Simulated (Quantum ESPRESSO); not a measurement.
## RuAl5NbOs (finding a planted mistake in a log)

A calculation, not a measurement. The program is pw.x of Quantum ESPRESSO 7.5 (plane-wave density functional theory). The cell is made up: eight metal atoms on a face-centred cubic lattice, with elements, volume, strain and displacements drawn at random and not relaxed, so it may be unstable or far from any real phase. PseudoDojo standard norm-conserving files set the functional (PBE unless stated); there is no spin polarisation or spin-orbit coupling, the Fermi-Dirac width of 0.25 eV means electrons at about 2900 K, and the masses in the input are unused placeholders. Heavy elements are run without spin-orbit coupling, which real alloys of them have. A spin test at this wide smearing found no moment, but such smearing suppresses magnetism that the real alloy may have.

Intended input:

```
&control calculation='scf', pseudo_dir='./dojo.nc.sr.pbe.v0_5.standard.upf', outdir='./o', disk_io='minimal', tprnfor=.true., tstress=.true. /
&system ibrav=0, nat=8, ntyp=4, nbnd=43, ecutwfc=84.00895049, nosym=.true., tot_charge=0,
 occupations='smearing', smearing='fd', degauss=0.0183746611
/
&electrons conv_thr=1.470e-08, electron_maxstep=70, mixing_beta=0.5 /
ATOMIC_SPECIES
Al 1.0 Al.upf
Nb 1.0 Nb.upf
Os 1.0 Os.upf
Ru 1.0 Ru.upf
CELL_PARAMETERS angstrom
0.0 1.9716 1.9716
-3.9431 0.0 0.0
0.0 -7.8863 7.8863
ATOMIC_POSITIONS angstrom
Ru -0.0862 -0.0583 -0.0387
Al 0.121 -2.0196 2.0676
Al -0.0557 -3.7723 4.0024
Nb -0.0164 -5.9154 5.806
Al -2.0173 -0.0453 1.8917
Al -1.88 -2.05 3.8671
Al -1.9681 -3.8679 5.9683
Os -1.9106 -5.9452 7.8181
K_POINTS automatic
10 7 3 1 1 1
```

The log is shortened where brackets say so; the opening notice, blank lines, dates and the lines on written files are dropped, and the path of the files is cut. It prints rydbergs, bohrs and kilobars, and counts compression as positive stress. Its total energy is the free energy E - TS of the whole cell.

Log of the intended run:

```
     Program PWSCF v.7.5
     Parallel version (MPI & OpenMP), running on       4 processor cores
     Number of MPI processes:                 4
     Threads/MPI process:                     1
     [start-up lines left out]
     bravais-lattice index     =            0
     lattice parameter (alat)  =       5.2691  a.u.
     unit-cell volume          =     827.4781 (a.u.)^3
     number of atoms/cell      =            8
     number of atomic types    =            4
     number of electrons       =        60.00
     number of Kohn-Sham states=           43
     kinetic-energy cutoff     =      84.0090  Ry
     charge density cutoff     =     336.0358  Ry
     scf convergence threshold =      1.5E-08
     mixing beta               =       0.5000
     number of iterations used =            8  plain     mixing
     Exchange-correlation= PBE
                           (   1   4   3   4   0   0   0)
     [axes and pseudopotential details left out]
   Cartesian axes
     site n.     atom                  positions (alat units)
         1        Ru     tau(   1) = (  -0.0309153  -0.0209091  -0.0138796  )
         2        Al     tau(   2) = (   0.0433962  -0.7243218   0.7415368  )
         3        Al     tau(   3) = (  -0.0199766  -1.3529209   1.4354454  )
         4        Nb     tau(   4) = (  -0.0058818  -2.1215355   2.0822996  )
         5        Al     tau(   5) = (  -0.7234969  -0.0162467   0.6784510  )
         6        Al     tau(   6) = (  -0.6742548  -0.7352246   1.3869206  )
         7        Al     tau(   7) = (  -0.7058515  -1.3872075   2.1405079  )
         8        Os     tau(   8) = (  -0.6852294  -2.1322232   2.8039316  )
     number of k points=   105  Fermi-Dirac smearing, width (Ry)=  0.0184
     Number of k-points >= 100: set verbosity='high' to print them.
     Dense  grid:    86107 G-vectors     FFT dimensions: (  32,  45, 125)
     Estimated max dynamical RAM per process >     322.48 MB
     Estimated total dynamical RAM >       1.20 GB
     Initial potential from superposition of free atoms
     starting charge      59.9845, renormalised to      60.0000
     Starting wfcs are   50 randomized atomic wfcs
     total cpu time spent up to now is        7.6 secs
     per-process dynamical memory:   267.6 Mb
     Self-consistent Calculation
     iteration #  1     ecut=    84.01 Ry     beta= 0.50
     Davidson diagonalization with overlap
     ethr =  1.00E-02,  avg # of iterations =  4.5
     total cpu time spent up to now is       28.1 secs
     total energy              =    -551.12517394 Ry
     estimated scf accuracy    <       2.00365428 Ry
     iteration #  2     ecut=    84.01 Ry     beta= 0.50
     Davidson diagonalization with overlap
     ethr =  3.34E-03,  avg # of iterations =  3.4
     total cpu time spent up to now is       48.7 secs
     total energy              =    -549.45194024 Ry
     estimated scf accuracy    <      53.96875127 Ry
     [iterations 3 to 15 left out]
     iteration # 16     ecut=    84.01 Ry     beta= 0.50
     Davidson diagonalization with overlap
     ethr =  3.21E-11,  avg # of iterations =  1.8
     total cpu time spent up to now is      267.8 secs
     total energy              =    -552.34076894 Ry
     estimated scf accuracy    <       0.00000005 Ry
     iteration # 17     ecut=    84.01 Ry     beta= 0.50
     Davidson diagonalization with overlap
     ethr =  3.21E-11,  avg # of iterations =  1.2
     total cpu time spent up to now is      281.6 secs
     End of self-consistent calculation
     [lines on levels left out]
!    total energy              =    -552.34076894 Ry
     estimated scf accuracy    <          4.0E-09 Ry
     smearing contrib. (-TS)   =      -0.08043717 Ry
     internal energy E=F+TS    =    -552.26033177 Ry
     The total energy is F=E-TS. E is the sum of the following terms:
     one-electron contribution =    -658.63022763 Ry
     hartree contribution      =     356.35320190 Ry
     xc contribution           =    -112.59937005 Ry
     ewald contribution        =    -137.38393599 Ry
     convergence has been achieved in  17 iterations
     Forces acting on atoms (cartesian axes, Ry/au):
     atom    1 type  4   force =     0.01561979   -0.01504335    0.01274886
     atom    2 type  1   force =    -0.01920798    0.02317873   -0.04486508
     atom    3 type  1   force =     0.02890884   -0.04054189    0.01740640
     atom    4 type  2   force =     0.01106150   -0.01764723    0.04851501
     atom    5 type  1   force =     0.01398478    0.04024883   -0.03055532
     atom    6 type  1   force =    -0.02057119    0.03316525    0.00648072
     atom    7 type  1   force =    -0.01012318   -0.01057379   -0.02369970
     atom    8 type  3   force =    -0.01967256   -0.01278655    0.01396911
     Total force =     0.122301     Total SCF correction =     0.000254
     Computing stress (Cartesian axis) and pressure
          total   stress  (Ry/bohr**3)                   (kbar)     P=       32.31
   0.00019641  -0.00003484   0.00000833           28.89       -5.12        1.23
  -0.00003484   0.00022469   0.00028360           -5.12       33.05       41.72
   0.00000833   0.00028360   0.00023781            1.23       41.72       34.98
     init_run     :      7.16s CPU      7.46s WALL (       1 calls)
     electrons    :    273.12s CPU    273.93s WALL (       1 calls)
     forces       :      2.78s CPU      2.79s WALL (       1 calls)
     stress       :     10.47s CPU     10.48s WALL (       1 calls)
     [timing details left out]
     PWSCF        :   4m53.75s CPU   4m54.90s WALL
     JOB DONE.
```

A second run was made from an input with one planted mistake. Its log:

```
     Program PWSCF v.7.5
     Parallel version (MPI & OpenMP), running on       4 processor cores
     Number of MPI processes:                 4
     Threads/MPI process:                     1
     [start-up lines left out]
     bravais-lattice index     =            0
     lattice parameter (alat)  =       5.2691  a.u.
     unit-cell volume          =     827.4781 (a.u.)^3
     number of atoms/cell      =            8
     number of atomic types    =            4
     number of electrons       =        60.00
     number of Kohn-Sham states=           43
     kinetic-energy cutoff     =      84.0090  Ry
     charge density cutoff     =     336.0358  Ry
     scf convergence threshold =      1.5E-08
     mixing beta               =       0.5000
     number of iterations used =            8  plain     mixing
     Exchange-correlation= PBE
                           (   1   4   3   4   0   0   0)
     [axes and pseudopotential details left out]
   Cartesian axes
     site n.     atom                  positions (alat units)
         1        Ru     tau(   1) = (  -0.0309153  -0.0209091  -0.0138796  )
         2        Nb     tau(   2) = (   0.0433962  -0.7243218   0.7415368  )
         3        Al     tau(   3) = (  -0.0199766  -1.3529209   1.4354454  )
         4        Al     tau(   4) = (  -0.0058818  -2.1215355   2.0822996  )
         5        Al     tau(   5) = (  -0.7234969  -0.0162467   0.6784510  )
         6        Al     tau(   6) = (  -0.6742548  -0.7352246   1.3869206  )
         7        Al     tau(   7) = (  -0.7058515  -1.3872075   2.1405079  )
         8        Os     tau(   8) = (  -0.6852294  -2.1322232   2.8039316  )
     number of k points=   105  Fermi-Dirac smearing, width (Ry)=  0.0184
     Number of k-points >= 100: set verbosity='high' to print them.
     Dense  grid:    86107 G-vectors     FFT dimensions: (  32,  45, 125)
     Estimated max dynamical RAM per process >     322.48 MB
     Estimated total dynamical RAM >       1.20 GB
     Initial potential from superposition of free atoms
     starting charge      59.9845, renormalised to      60.0000
     Starting wfcs are   50 randomized atomic wfcs
     total cpu time spent up to now is        7.2 secs
     per-process dynamical memory:   267.6 Mb
     Self-consistent Calculation
     iteration #  1     ecut=    84.01 Ry     beta= 0.50
     Davidson diagonalization with overlap
     ethr =  1.00E-02,  avg # of iterations =  4.5
     total cpu time spent up to now is       27.4 secs
     total energy              =    -551.05611846 Ry
     estimated scf accuracy    <       2.08713094 Ry
     iteration #  2     ecut=    84.01 Ry     beta= 0.50
     Davidson diagonalization with overlap
     ethr =  3.48E-03,  avg # of iterations =  3.5
     total cpu time spent up to now is       48.2 secs
     total energy              =    -549.14884572 Ry
     estimated scf accuracy    <      64.17348515 Ry
     [iterations 3 to 14 left out]
     iteration # 15     ecut=    84.01 Ry     beta= 0.50
     Davidson diagonalization with overlap
     ethr =  1.81E-10,  avg # of iterations =  1.1
     total cpu time spent up to now is      250.5 secs
     total energy              =    -552.34562274 Ry
     estimated scf accuracy    <       0.00000019 Ry
     iteration # 16     ecut=    84.01 Ry     beta= 0.50
     Davidson diagonalization with overlap
     ethr =  1.81E-10,  avg # of iterations =  1.0
     total cpu time spent up to now is      263.8 secs
     End of self-consistent calculation
     [lines on levels left out]
!    total energy              =    -552.34562274 Ry
     estimated scf accuracy    <          9.0E-09 Ry
     smearing contrib. (-TS)   =      -0.08576616 Ry
     internal energy E=F+TS    =    -552.25985657 Ry
     The total energy is F=E-TS. E is the sum of the following terms:
     one-electron contribution =    -463.28389668 Ry
     hartree contribution      =     258.64267415 Ry
     xc contribution           =    -112.60735302 Ry
     ewald contribution        =    -235.01128104 Ry
     convergence has been achieved in  16 iterations
     Forces acting on atoms (cartesian axes, Ry/au):
     atom    1 type  4   force =     0.02070193    0.00344608   -0.00867735
     atom    2 type  2   force =    -0.03846788    0.01475472   -0.06073698
     atom    3 type  1   force =     0.03146751   -0.05022847    0.02530176
     atom    4 type  1   force =     0.00929624   -0.04109974    0.05748182
     atom    5 type  1   force =     0.02586534    0.04462133   -0.02685506
     atom    6 type  1   force =    -0.02051144    0.02621952    0.02609320
     atom    7 type  1   force =    -0.00917590   -0.01594564    0.00077447
     atom    8 type  3   force =    -0.01917578    0.01823220   -0.01338185
     Total force =     0.146710     Total SCF correction =     0.000330
     Computing stress (Cartesian axis) and pressure
          total   stress  (Ry/bohr**3)                   (kbar)     P=       13.95
   0.00002082  -0.00001316   0.00000516            3.06       -1.94        0.76
  -0.00001316   0.00005156   0.00033742           -1.94        7.58       49.64
   0.00000516   0.00033742   0.00021202            0.76       49.64       31.19
     init_run     :      6.81s CPU      7.08s WALL (       1 calls)
     electrons    :    255.85s CPU    256.65s WALL (       1 calls)
     forces       :      2.82s CPU      2.82s WALL (       1 calls)
     stress       :     10.49s CPU     10.50s WALL (       1 calls)
     [timing details left out]
     PWSCF        :   4m36.13s CPU   4m37.23s WALL
     JOB DONE.
```

Question: the log repeats what the program read. Compare it with the intended run: what was wrong in the second input?

Answer: two atoms have their elements exchanged. The input lines that differ:

```
- Al 0.121 -2.0196 2.0676
+ Nb 0.121 -2.0196 2.0676
- Nb -0.0164 -5.9154 5.806
+ Al -0.0164 -5.9154 5.806
```

|  | intended run | run with the mistake |
| --- | --- | --- |
| free energy (eV) | -7514.979 | -7515.045 |
| entropy term -TS, part of it (eV) | -1.094 | -1.167 |
| pressure (GPa) | 3.23 | 1.39 |
| size of the largest force component (eV/Å) | 1.247 | 1.562 |
| largest change of a force component (eV/Å) |  | 0.798 |
| iterations | 17 | 16 |

For scale, a rerun of the intended cell at a higher cutoff and on a denser mesh moved values by no more than 0.013 eV in energy, 0.14 GPa in stress and 0.011 eV/Å in force, and a second program with other atomic files agreed on that cell to 2 % rms in force and 0.5 GPa in pressure.